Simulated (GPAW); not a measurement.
## Moving the functional in GeCN2

It takes space group R-3m (No. 166, trigonal). The conventional cell has a = 3.588 Å, b = 3.588 Å, c = 14.766 Å, α = 90.00°, β = 90.00°, γ = 120.00°. Around Ge (site symmetry -3m) lie 6 N at 2.40 Å. Around N (site symmetry 3m) lie 1 C at 1.24 Å. C (site symmetry -3m) is surrounded by 2 N at 1.24 Å.

The cell comes from a database or a generator and needn't be the stable form of this composition.

Kept alike: task band structure; k mesh 6 × 6 × 6; occupations fermi-dirac, width 0.05 eV; no spin polarisation. Program: GPAW, potentials by row: the program's PAW data sets (release 1.2.1) made for this functional (LDA); GPAW PAW data sets (gpaw-data 1.2.1) (PBE, r2SCAN); PAW data sets generated for this functional (PBEsol), cutoff 800 eV. The mesh is that of the run's cell of 4 atoms. No spin-orbit coupling.

| functional | band gap (eV) | pressure (GPa) |
| --- | --- | --- |
| LDA | 0.899 | -7.43 |
| PBE | 1.048 | -0.79 |
| PBEsol | 0.931 | -4.05 |
| r2SCAN | 1.148 | -4.14 |

Pressure is positive in compression; the values hold the error of the finite cutoff, so their zero can differ a little from the energy's minimum. Gaps are the smaller of the mesh's and the band path's.

What does the functional change here?

The band gap runs from 0.899 (LDA) to 1.148 eV (r2SCAN). From PBE: LDA -0.149; PBEsol -0.117; r2SCAN +0.100. The pressure runs from -7.43 (LDA) to -0.79 GPa (PBE). From PBE: LDA -6.64; PBEsol -3.26; r2SCAN -3.35. A positive pressure means that the functional's own cell is larger than the one given, a negative one that it is smaller.
